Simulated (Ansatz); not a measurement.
All numbers below come from DFT PBE, scalar-relativistic, plane waves, PAW (Ansatz 0.2.0). Settings of the last relaxation (5-atom cell): 420 eV, 8×8×8 k points, Gaussian smearing of 0.10 eV, collinear spin.

Formation energies are uncorrected and count from the elements' standard states at the same level.

**Question.** Propose a candidate for a cubic metal that holds Eu and 2 more elements, with a formation energy near −1.44 eV/atom, about 28 Å³ per atom and a net moment near 2.6 μB per atom, in a cell of 5 atoms.

**Answer.** EuGdS₃, space group Pm-3m (No. 221). Eu has 12 S at 3.69 Å; Gd is surrounded by 6 S at 2.61 Å; S is surrounded by 2 Gd at 2.61 Å, 4 Eu at 3.69 Å and 8 S at 3.69 Å.

```cif
data_structure
_symmetry_space_group_name_H-M 'Pm-3m'
_symmetry_Int_Tables_number 221
_cell_length_a 5.2187
_cell_length_b 5.2187
_cell_length_c 5.2187
_cell_angle_alpha 90.000
_cell_angle_beta 90.000
_cell_angle_gamma 90.000
_cell_volume 142.13
loop_
_atom_site_label
_atom_site_type_symbol
_atom_site_symmetry_multiplicity
_atom_site_Wyckoff_symbol
_atom_site_fract_x
_atom_site_fract_y
_atom_site_fract_z
_atom_site_occupancy
Eu1 Eu 1 a 0.00000 0.00000 0.00000 1
Gd1 Gd 1 b 0.50000 0.50000 0.50000 1
S1 S 3 c 0.50000 0.00000 0.50000 1
```

The volume per atom is 28.43 Å³ and the density is 4.74 g/cm³. The formation energy is −1.44 eV/atom and the gap on the 8×8×8 mesh of the 5-atom cell is 0 eV (a metal). The net moment per atom is 2.63 μB and the moment by site is Eu 6.8; Gd 6.8; S -0.2 (×3) μB.

The cell was found from a structure generator's guess, not taken from experiment. The answer needn't be unique; the calculation gave this one.

In such compounds of Eu and Gd a zero gap at this level may well be an artefact, since no Hubbard U is applied. The reference form of S is held partly by dispersion forces, which this level lacks. Another magnetic order may lie lower. Symmetry constrained the relaxation, so the result can be a saddle point. Site moments count only spheres around the atoms; the net moment includes the space between them.
